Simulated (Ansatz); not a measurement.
# Cs₆AlSb₃: ²⁷Al NMR of the central transition

Cell: an entry of the Crystallography Open Database (COD).

Space group P2_1/m (No. 11); a = 10.8446, b = 6.5069, c = 12.7074 Å, β = 100.95°.

```
site  Wyckoff  site symmetry       x       y       z
 Cs1       2e              m  0.6186  0.2500  0.1741
 Cs3       2e              m  0.2549  0.2500  0.2831
 Cs5       2e              m  0.9576  0.2500  0.4230
 Cs7       2e              m  0.5988  0.2500  0.8657
 Cs9       2e              m  0.6316  0.2500  0.5190
Cs11       2e              m  0.9475  0.2500  0.0518
  Al       2e              m  0.8244  0.7500  0.2209
Sb15       2e              m  0.6883  0.7500  0.3753
Sb17       2e              m  0.0701  0.7500  0.2679
Sb19       2e              m  0.7126  0.7500  0.0188
```

One atom of each set is listed.

All values are calculated (Ansatz; DFT, PBE, plane waves and PAW, scalar-relativistic, 420 eV cutoff, Γ-centred 3×5×3 k-points, Fermi–Dirac smearing 0.02 eV), not measured.

²⁷Al has I = 5/2 and Q = 146.6 mb (Pyykkö 2018); at 23.5 T its Larmor frequency is ν₀ = 260.9 MHz. Only the quadrupole interaction is simulated: positions count from each site's isotropic chemical shift, and J coupling is left out, as are shift anisotropy and dipolar coupling, which fast spinning averages.

Simulated pattern of one Al site (fast magic-angle spinning, Gaussian broadening 0.4 kHz):

```
offset (kHz)  height
      -14.45       0
      -14.10       0
      -13.75       4
      -13.39       6
      -13.04       6
      -12.69       6
      -12.34       6
      -11.98       6
      -11.63       7
      -11.28       7
      -10.93       7
      -10.57       7
      -10.22       7
       -9.87       8
       -9.52       9
       -9.16      25
       -8.81      52
       -8.46      74
       -8.10      82
       -7.75      62
       -7.40      53
       -7.05      49
       -6.69      46
       -6.34      45
       -5.99      44
       -5.64      44
       -5.28      44
       -4.93      45
       -4.58      46
       -4.23      48
       -3.87      51
       -3.52      56
       -3.17      64
       -2.82      82
       -2.46     100
       -2.11      80
       -1.76      60
       -1.41      20
       -1.05       1
       -0.70       0
```

(1) Which |C_Q| and η does the pattern imply?

Results:

(1) The pattern spans 12.3 kHz before broadening and its centre of gravity is at -5.54 kHz, which fixes P_Q; the places of the horns and steps fix η. That gives P_Q = 15.5 MHz, |C_Q| = 15.5 MHz and η = 0.13. The sign of C_Q can't be read from the pattern.

At Al V_zz stands upright on the plane through its three neighbours (within 1°).

Without spin–orbit coupling (the program notes it for Sb) the gradients can shift somewhat, as the gap is small.
